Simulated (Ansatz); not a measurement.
Relaxed Mg (hcp, Mg type):

```yaml
crystal:
  lattice:
    - [6.37284, 0.00000, 0.00000]
    - [-1.59321, 2.75952, 0.00000]
    - [0.00000, 0.00000, 5.22378]
  atoms:
    - { symbol: Mg, position: [0.16667, 0.66667, 0.75000] }
    - { symbol: Mg, position: [0.66667, 0.66667, 0.75000] }
    - { symbol: Mg, position: [0.33333, 0.33333, 0.25000] }
    - { symbol: Mg, position: [0.83333, 0.33333, 0.25000] }
```

The atoms are displaced by Q × the pattern below (from a DFPT mode at M = (0.5, 0.0, 0.0), largest move 1; Q in Å), at fixed cell. It is one choice among 2 degenerate patterns. (q is in reciprocal vectors of the primitive cell; the cell shown is doubled to hold the pattern.)

```json
[
 {"atom": "Mg1", "x": "0.000", "y": "0.000", "z": "-1.000"},
 {"atom": "Mg2", "x": "0.000", "y": "0.000", "z": "1.000"},
 {"atom": "Mg3", "x": "0.000", "y": "0.000", "z": "-1.000"},
 {"atom": "Mg4", "x": "0.000", "y": "0.000", "z": "1.000"}
]
```

Method: PBE (plane waves to 420 eV, PAW, scalar-relativistic; Ansatz, an electronic-structure program). k mesh 17×17×9 (Γ-centred), Fermi-Dirac smearing 0.05 eV. Energies are smeared free energies. Stress and pressure are positive under compression. With partly filled bands, energies and forces of such displacements shift with the k mesh and the smearing. Mg was relaxed with its symmetry unable to fall. ΔE is measured from the undisplaced structure.

```tsv
Q (Å)	P (GPa)	−dE/dQ from forces (eV/Å)	ΔE (eV/cell)
-0.280	1.0	[?]	0.270
-0.233	0.7	[?]	0.178
-0.187	0.4	1.265	0.109
-0.140	0.2	0.886	[?]
-0.093	0.1	0.560	0.026
-0.047	0.0	0.271	0.006
0.000	0.0	0.000	0.000
0.047	0.0	-0.271	0.006
0.093	0.1	-0.560	0.026
0.140	0.2	-0.886	[?]
0.187	0.4	-1.265	0.109
0.233	0.7	[?]	0.178
0.280	1.0	[?]	0.270
```

What belongs in the gaps?


- -0.280, −dE/dQ from forces (eV/Å): 2.229
- -0.233, −dE/dQ from forces (eV/Å): 1.709
- -0.140, ΔE (eV/cell): 0.059
- 0.140, ΔE (eV/cell): 0.059
- 0.233, −dE/dQ from forces (eV/Å): -1.709
- 0.280, −dE/dQ from forces (eV/Å): -2.229

(For displaced atoms, the force is minus the slope of the energy, and its curvature is a force constant, which sets phonon frequencies.)
